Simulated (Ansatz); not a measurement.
An Ansatz (an electronic-structure program) run. Input:

Ansatz 0.2 input:
```yaml
crystal:
  lattice:
    - [-3.1955139752, 3.1955139752, 3.1955139752]
    - [3.1955139752, -3.1955139752, 3.1955139752]
    - [3.1955139752, 3.1955139752, -3.1955139752]
  atoms:
    - { symbol: Si, position: [0.25, 0.25, 0.25] }
    - { symbol: Si, position: [0.5, 0.0, 0.25] }
    - { symbol: Si, position: [0.0, 0.25, 0.5] }
    - { symbol: Si, position: [0.25, 0.5, 0.0] }
kpoints:
  mp_grid: { grid: [16, 16, 16] }
hamiltonian:
  xc: pbesol
  pseudopotentials: { kind: paw }
scf:
  occupations: { method: fermi_dirac, width: 0.1 }
elastic: { mode: relaxed_ion, stencil: two_point, amplitude: 0.005, f_tol: 0.0005 }
```

Output (shortened):

```
Pseudopotential: Si, paw, valence charge 4
Functional definition: PBEsol
Crystal: 4 atoms, lattice volume = 130.522 Å³
Basis set: ecut = 420 eV, 2587 PW (Γ), exchange–correlation on 80×80×80 points (8 copies of the dense FFT grid, shifted against one another)
Bands: 12, of which v1, the nominal top of the filled ones, is band 8 counted from 1 (7 counted from 0)
Symmetry: 24 space group operations
Space group: I4132 (ITA 214), of the structure as read, at distance tolerance 5.1e-5 Å
k-points: 145 of 4096 (time reversal used)
SCF 1 converged in 9 iterations: F = -2481.581384 eV  dr2 = 1.32e-15
Crystal: 4 atoms, lattice volume = 129.869 Å³
Basis set: ecut = 420 eV, 2507 PW (Γ), exchange–correlation on 80×80×80 points (8 copies of the dense FFT grid, shifted against one another)
Symmetry: 8 space group operations
k-points: 349 of 4096 (time reversal used)
SCF 2 converged in 11 iterations: F = -2481.580229 eV  dr2 = 4.55e-15
relax step   1: F+E_penalty+E_count = -2481.58022880 eV  Δ(F+E_penalty+E_count) = +0.000e0 eV  max|allowed force component| = 3.398e-2 eV/Å  Δτ_max = 0.0000 Å  (11 SCF iters, accepted)
Crystal: 4 atoms, lattice volume = 129.869 Å³
SCF 3 converged in 8 iterations: F = -2481.580367 eV  dr2 = 1.81e-14
relax step   2: F+E_penalty+E_count = -2481.58036732 eV  Δ(F+E_penalty+E_count) = -1.385e-4 eV  max|allowed force component| = 1.373e-2 eV/Å  Δτ_max = 0.0010 Å  (8 SCF iters, accepted)
Crystal: 4 atoms, lattice volume = 129.869 Å³
SCF 4 converged in 8 iterations: F = -2481.580394 eV  dr2 = 8.96e-15
relax step   3: F+E_penalty+E_count = -2481.58039423 eV  Δ(F+E_penalty+E_count) = -2.691e-5 eV  max|allowed force component| = 6.489e-5 eV/Å  Δτ_max = 0.0007 Å  (8 SCF iters, accepted)
Crystal: 4 atoms, lattice volume = 129.869 Å³
SCF 5 converged in 5 iterations: F = -2481.580394 eV  dr2 = 9.54e-14
Crystal: 4 atoms, lattice volume = 131.174 Å³
SCF 6 converged in 11 iterations: F = -2481.581362 eV  dr2 = 5.12e-15
relax step   1: F+E_penalty+E_count = -2481.58136205 eV  Δ(F+E_penalty+E_count) = +0.000e0 eV  max|allowed force component| = 3.281e-2 eV/Å  Δτ_max = 0.0000 Å  (11 SCF iters, accepted)
Crystal: 4 atoms, lattice volume = 131.174 Å³
SCF 7 converged in 7 iterations: F = -2481.581520 eV  dr2 = 6.40e-14
relax step   2: F+E_penalty+E_count = -2481.58151960 eV  Δ(F+E_penalty+E_count) = -1.576e-4 eV  max|allowed force component| = 9.006e-4 eV/Å  Δτ_max = 0.0017 Å  (7 SCF iters, accepted)
Crystal: 4 atoms, lattice volume = 131.174 Å³
SCF 8 converged in 6 iterations: F = -2481.581520 eV  dr2 = 7.30e-15
relax step   3: F+E_penalty+E_count = -2481.58151972 eV  Δ(F+E_penalty+E_count) = -1.195e-7 eV  max|allowed force component| = 4.281e-6 eV/Å  Δτ_max = 0.0000 Å  (6 SCF iters, accepted)
Crystal: 4 atoms, lattice volume = 131.174 Å³
SCF 9 converged in 7 iterations: F = -2481.581520 eV  dr2 = 5.21e-14
Crystal: 4 atoms, lattice volume = 130.521 Å³
Basis set: ecut = 420 eV, 2539 PW (Γ), exchange–correlation on 80×80×80 points (8 copies of the dense FFT grid, shifted against one another)
Symmetry: 4 space group operations
k-points: 621 of 4096 (time reversal used)
SCF 10 converged in 10 iterations: F = -2481.581128 eV  dr2 = 7.99e-14
relax step   1: F+E_penalty+E_count = -2481.58112765 eV  Δ(F+E_penalty+E_count) = +0.000e0 eV  max|allowed force component| = 4.186e-2 eV/Å  Δτ_max = 0.0000 Å  (10 SCF iters, accepted)
Crystal: 4 atoms, lattice volume = 130.521 Å³
SCF 11 converged in 9 iterations: F = -2481.581433 eV  dr2 = 4.16e-14
relax step   2: F+E_penalty+E_count = -2481.58143305 eV  Δ(F+E_penalty+E_count) = -3.054e-4 eV  max|allowed force component| = 1.937e-2 eV/Å  Δτ_max = 0.0018 Å  (9 SCF iters, accepted)
Crystal: 4 atoms, lattice volume = 130.521 Å³
SCF 12 converged in 9 iterations: F = -2481.581517 eV  dr2 = 3.42e-14
relax step   3: F+E_penalty+E_count = -2481.58151697 eV  Δ(F+E_penalty+E_count) = -8.391e-5 eV  max|allowed force component| = 2.184e-4 eV/Å  Δτ_max = 0.0016 Å  (9 SCF iters, accepted)
Crystal: 4 atoms, lattice volume = 130.521 Å³
SCF 13 converged in 5 iterations: F = -2481.581517 eV  dr2 = 2.89e-15
Crystal: 4 atoms, lattice volume = 130.521 Å³
SCF 14 converged in 10 iterations: F = -2481.581128 eV  dr2 = 7.95e-14
relax step   1: F+E_penalty+E_count = -2481.58112765 eV  Δ(F+E_penalty+E_count) = +0.000e0 eV  max|allowed force component| = 4.186e-2 eV/Å  Δτ_max = 0.0000 Å  (10 SCF iters, accepted)
Crystal: 4 atoms, lattice volume = 130.521 Å³
SCF 15 converged in 10 iterations: F = -2481.581517 eV  dr2 = 1.11e-14
relax step   2: F+E_penalty+E_count = -2481.58151692 eV  Δ(F+E_penalty+E_count) = -3.893e-4 eV  max|allowed force component| = 6.048e-4 eV/Å  Δτ_max = 0.0034 Å  (10 SCF iters, accepted)
Crystal: 4 atoms, lattice volume = 130.521 Å³
SCF 16 converged in 7 iterations: F = -2481.581517 eV  dr2 = 1.86e-14
relax step   3: F+E_penalty+E_count = -2481.58151697 eV  Δ(F+E_penalty+E_count) = -5.117e-8 eV  max|allowed force component| = 1.055e-4 eV/Å  Δτ_max = 0.0000 Å  (7 SCF iters, accepted)
Crystal: 4 atoms, lattice volume = 130.521 Å³
SCF 17 converged in 5 iterations: F = -2481.581517 eV  dr2 = 7.34e-14
SCF converged after 9 iterations
Free energy (F): -2481.581384 eV
Harris-Foulkes:  -2481.581384 eV  (|F-HF|=1.36e-12)
Internal energy: -2481.458483 eV  (E = F + TS)
E sigma→0 (E₀):  -2481.519934 eV
Entropy (-TS):   -0.122901 eV (-30.725 meV/atom)
Fermi energy:    1.787248 eV
--- Per-component energies (eV) ---
  E_band       = -45.194711
  E_kinetic    = 155.892330
  E_local      = -299.551535  (includes V_loc(G=0)·N_el)
  E_nonlocal   = 104.794677
  E_hartree    = 92.159857
  E_xc         = -214.401898
  E_vxc        = -181.454335  (∫ρ·V_xc dr)
  E_paw        = -1995.092899  (= ΣΔE_a)
  E_vpaw       = -9.195588  (= ΣTr[D̂ρ^β])
  E_aug_tail   = 0.000027  (compensation charges beyond the density's cutoff)
  E_ewald      = -325.385286
  E_core_change = 0.126243  (= ΣΔE_core)
  E_smearing   = -0.122901  (= −TS)
  E_closure    = 0.000000  (closes the sum)
  Σ components = -2481.581384   (vs F -2481.581384, Δ=0.00e0)
--- Forces (eV/Å), atoms counted from 1 ---
  atom   1  Si     0.00000000     0.00000000     0.00000000
  atom   2  Si     0.00000000     0.00000000     0.00000000
  atom   3  Si     0.00000000     0.00000000     0.00000000
  atom   4  Si     0.00000000     0.00000000     0.00000000
  max |Σ_I F_I| component: 4.28e-17 eV/Å
--- Stress (GPa, compression-positive) ---
        0.137873       0.000000       0.000000
        0.000000       0.137873       0.000000
        0.000000       0.000000       0.137873
  P = ⅓ Tr σ = 0.1379 GPa (1.379 kbar)
--- Band table (eV; the first three rows and the last of 145) ---
  k-point 0: bands = ["-8.9980", "-4.5374", "-4.5374", "-4.5374", "-1.3115", "-1.3115", "0.8911", "0.8911", "0.8911", "5.1945", "5.1945", "5.1945"]
  k-point 1: bands = ["-8.9802", "-4.9407", "-4.5460", "-4.1506", "-1.3181", "-1.2964", "0.8777", "0.9077", "0.9383", "4.9000", "5.0350", "5.3012"]
  k-point 2: bands = ["-8.9275", "-5.3467", "-4.5700", "-3.7960", "-1.3362", "-1.2533", "0.8491", "0.9582", "1.0746", "4.6655", "4.7558", "5.4964"]
  k-point 144: bands = ["-7.0778", "-7.0778", "-7.0778", "-1.4445", "-1.4445", "-1.4445", "2.6843", "2.7868", "2.7868", "2.7868", "2.9537", "5.2065"]
--- Elastic constants: 2 strain directions × 2 members + reference (group order 24) ---
  dense FFT box of the reference and of every strained cell: 40×40×40
  strains applied: 11, 23; error gains: componentwise 1.00 (the most a stress slope's error grows in a printed constant), spectral 1.73 (1 for all six strains …
  C = ∂σ_k/∂η_j (tension-positive GPa; Voigt order 11 22 33 23 13 12):
        42.072     48.842     48.842      0.000      0.000      0.000
        48.842     42.072     48.842      0.000      0.000      0.000
        48.842     48.842     42.072      0.000      0.000      0.000
         0.000      0.000      0.000    -12.971      0.000      0.000
         0.000      0.000      0.000      0.000    -12.971      0.000
         0.000      0.000      0.000      0.000      0.000    -12.971
  reference stress σ⁰ (GPa):     -0.138     -0.138     -0.138      0.000      0.000      0.000
  moduli (Voigt/Reuss/Hill, GPa): K = 46.59/46.59/46.59   G = -9.14/-6.08/-7.61   E = -24.14   ν = 0.586
  mechanically stable: NO (min eigenvalue of sym C = -12.97 GPa)
  strain η (Voigt 11):  stress-route row diagonal C_11 = 42.07 GPa, energy-path curvature d²(F+E_count+ΔE)/dδ²/Ω₀ = 42.08 GPa
         δ    σ_11 (GPa)             F (eV)   n_scf  n_hpsi   n_pw
    -5.000e-3      -0.3485       -2481.5803942       5   67570   2557   relax 3 steps, max|allowed force component| 6.49e-5 eV/Å
     5.000e-3       0.0722       -2481.5815197       7   79430   2587   relax 3 steps, max|allowed force component| 4.28e-6 eV/Å
  strain η (Voigt 23):  stress-route row diagonal C_44 = -12.97 GPa, energy-path curvature d²(F+E_count+ΔE)/dδ²/Ω₀ = -12.91 GPa
         δ    σ_23 (GPa)             F (eV)   n_scf  n_hpsi   n_pw
    -5.000e-3       0.0649       -2481.5815170       5  124242   2570   relax 3 steps, max|allowed force component| 2.18e-4 eV/Å
     5.000e-3      -0.0649       -2481.5815170       5  126171   2570   relax 3 steps, max|allowed force component| 1.06e-4 eV/Å
```

Cost: very roughly 23 core-minutes on shared cores.

Space group I4_132. The start of the workflow was typed in or built on a structure type; neither database checked (COD, Materials Project) lists it. It is not the phase usual at ambient conditions (space group No. 227). The PBEsol relaxation kept the symmetry of its start. At this level the phase is dynamically unstable (imaginary phonons). As this level gives no gap, shear constants depend on the k-mesh and smearing (Fermi–Dirac, 0.1 eV here).

Potentials: the later of the program's two PAW sets.

Ansatz is a plane-wave DFT program.
